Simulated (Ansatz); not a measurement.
Method: DFT PBE, scalar-relativistic, plane waves, PAW (Ansatz). Settings: cutoff 420 eV, Γ-centred meshes spaced at most about 0.3 Å⁻¹, and about 0.25 Å⁻¹ or finer for metals (2π included), Gaussian smearing. No spin polarisation in the final relaxations.

All energies are static (0 K, no zero-point motion). All come from trial cells, and lower structures may exist.

Question: These unrelaxed guesses for HfBr2F2 are each relaxed within their symmetry. Order them by the energy at which they end, lowest first.
1.

```cif
data_structure
_symmetry_space_group_name_H-M 'P4/mbm'
_symmetry_Int_Tables_number 127
_cell_length_a 7.7531
_cell_length_b 7.7531
_cell_length_c 4.0827
_cell_angle_alpha 90.000
_cell_angle_beta 90.000
_cell_angle_gamma 90.000
_cell_volume 245.41
loop_
_atom_site_label
_atom_site_type_symbol
_atom_site_symmetry_multiplicity
_atom_site_Wyckoff_symbol
_atom_site_fract_x
_atom_site_fract_y
_atom_site_fract_z
_atom_site_occupancy
Hf1 Hf 2 a 0.00000 0.00000 0.00000 1
Br1 Br 4 h 0.33382 0.83382 0.50000 1
F1 F 4 g 0.36607 0.13393 0.00000 1
```

2.

```cif
data_structure
_symmetry_space_group_name_H-M 'P-3m1'
_symmetry_Int_Tables_number 164
_cell_length_a 4.3475
_cell_length_b 4.3475
_cell_length_c 5.9929
_cell_angle_alpha 90.000
_cell_angle_beta 90.000
_cell_angle_gamma 120.000
_cell_volume 98.10
loop_
_atom_site_label
_atom_site_type_symbol
_atom_site_symmetry_multiplicity
_atom_site_Wyckoff_symbol
_atom_site_fract_x
_atom_site_fract_y
_atom_site_fract_z
_atom_site_occupancy
Hf1 Hf 1 a 0.00000 0.00000 0.00000 1
Br1 Br 2 d 0.33333 0.66667 0.44600 1
F1 F 2 d 0.33333 0.66667 0.22600 1
```

Answer: 2 (ends in P-3m1, 0 meV/atom), 1 (ends in P4/mbm, 0.39 eV/atom).

No dispersion correction is applied, so the spacing and binding between layers, chains or molecules are poorly described (P-3m1), and this can change margins and order among such cells. These runs have no spin–orbit coupling, which can matter for Hf. Cells relaxed within their symmetry can be saddle points. Some candidate types were left out of the draw beforehand, so a known form may be missing.
